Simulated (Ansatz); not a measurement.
## Ag vacancy in Ag

Theory: DFT PBE, scalar-relativistic, plane waves, PAW in Ansatz 0.2.0. Settings: 420 eV cutoff, 6×6×6 k-mesh, Gaussian smearing of 0.10 eV, no spin polarisation.

Host crystal, relaxed:

```
Ag
1.0
     0.00000    2.07375    2.07375
     2.07375    0.00000    2.07375
     2.07375    2.07375    0.00000
Ag
1
Direct
  0.00000 0.00000 0.00000
```

Supercell of 27 atoms, rows in host cell vectors: 0 -3 3; 0 0 3; -3 0 3. Atoms relax at the host's cell, keeping the symmetry that the supercell leaves at the site. The cell is small, so energies carry finite-size errors of tenths of an eV. The host is a metal.

Defect: Ag vacancy, charge 0.

Command:

```bash
ansatz run input.yaml --threads 4 --pin off --max-ram 8192MiB --backend cpu --events-out ev --progress --plain --runs-dir out
```

The input:

```yaml
crystal:
  lattice:
    - [0.0, 6.22124734, -6.22124734]
    - [6.22124734, 6.22124734, 0.0]
    - [6.22124734, 0.0, -6.22124734]
  atoms:
    - { symbol: Ag, position: [0.6666666667, 0.3333333333, 0.6666666667] }
    - { symbol: Ag, position: [0.6666666667, 0.6666666667, 0.6666666667] }
    - { symbol: Ag, position: [0.3333333333, 1.0, 0.6666666667] }
    - { symbol: Ag, position: [0.3333333333, 0.3333333333, 0.6666666667] }
    - { symbol: Ag, position: [0.3333333333, 0.6666666667, 0.6666666667] }
    - { symbol: Ag, position: [0.0, 0.0, 0.6666666667] }
    - { symbol: Ag, position: [0.0, 0.3333333333, 0.6666666667] }
    - { symbol: Ag, position: [0.0, 0.6666666667, 0.6666666667] }
    - { symbol: Ag, position: [0.6666666667, 1.0, 0.3333333333] }
    - { symbol: Ag, position: [0.6666666667, 0.3333333333, 0.3333333333] }
    - { symbol: Ag, position: [0.6666666667, 0.6666666667, 0.3333333333] }
    - { symbol: Ag, position: [0.3333333333, 0.0, 0.3333333333] }
    - { symbol: Ag, position: [0.3333333333, 0.3333333333, 0.3333333333] }
    - { symbol: Ag, position: [0.3333333333, 0.6666666667, 0.3333333333] }
    - { symbol: Ag, position: [0.0, 0.0, 0.3333333333] }
    - { symbol: Ag, position: [0.0, 0.3333333333, 0.3333333333] }
    - { symbol: Ag, position: [0.0, 0.6666666667, 0.3333333333] }
    - { symbol: Ag, position: [0.6666666667, 0.0, 0.0] }
    - { symbol: Ag, position: [0.6666666667, 0.3333333333, 0.0] }
    - { symbol: Ag, position: [0.6666666667, 0.6666666667, 0.0] }
    - { symbol: Ag, position: [0.3333333333, 0.0, 0.0] }
    - { symbol: Ag, position: [0.3333333333, 0.3333333333, 0.0] }
    - { symbol: Ag, position: [0.3333333333, 0.6666666667, 0.0] }
    - { symbol: Ag, position: [0.0, 0.0, 0.0] }
    - { symbol: Ag, position: [0.0, 0.3333333333, 0.0] }
    - { symbol: Ag, position: [0.0, 0.6666666667, 0.0] }
basis:
  ecutwfc: 420
  xc_grid: 2
kpoints:
  mp_grid: { grid: [6, 6, 6], shift: [0.0, 0.0, 0.0] }
hamiltonian:
  xc: pbe
scf:
  occupations: { method: gaussian, width: 0.1 }
output:
  forces: true
  stress: false
  eigenvalues: true
  write_density: true
  write_potential: true
  elf: true
  volumetric_format: npy
relax:
  adjacent_minimum: "off"
  f_tol: 0.025
  max_steps: 45
```

From the output:

```
Warning: RAYON_NUM_THREADS=4 ignored (pool sized by the plan → 4); use --threads N
Crystal: 26 atoms, lattice volume = 481.573 Å³
Basis set: ecut = 420 eV, 9409 PW (Γ), exchange–correlation on 120×120×120 points (8 copies of the dense FFT grid, shifted against one another)
Bands: 297, of which v1, the nominal top of the filled ones, is band 247 counted from 1 (246 counted from 0)
Symmetry: 48 space group operations
Space group: Fm-3m (ITA 225), of the structure as read, at distance tolerance 7.8e-5 Å
k-points: 16 of 216
relax step   1: F+E_penalty+E_count = -197353.59411420 eV  Δ(F+E_penalty+E_count) = +0.000e0 eV  max|allowed force component| = 1.171e-1 eV/Å  Δτ_max = 0.0000 Å
relax step   2: F+E_penalty+E_count = -197353.61743509 eV  Δ(F+E_penalty+E_count) = -2.332e-2 eV  max|allowed force component| = 6.502e-2 eV/Å  Δτ_max = 0.0438 Å
relax step   3: F+E_penalty+E_count = -197353.62527793 eV  Δ(F+E_penalty+E_count) = -7.843e-3 eV  max|allowed force component| = 1.534e-3 eV/Å  Δτ_max = 0.0141 Å
SCF converged after 6 iterations
Free energy (F): -197353.625278 eV
E sigma→0 (E₀):  -197353.602792 eV
Fermi energy:    15.548336 eV
```

The relaxation gained 0.03 eV in 3 steps. The run took 3.1 min on 4 threads of Intel(R) Xeon(R) Processor @ 2.70GHz (shared host), peak memory 3.3 GiB.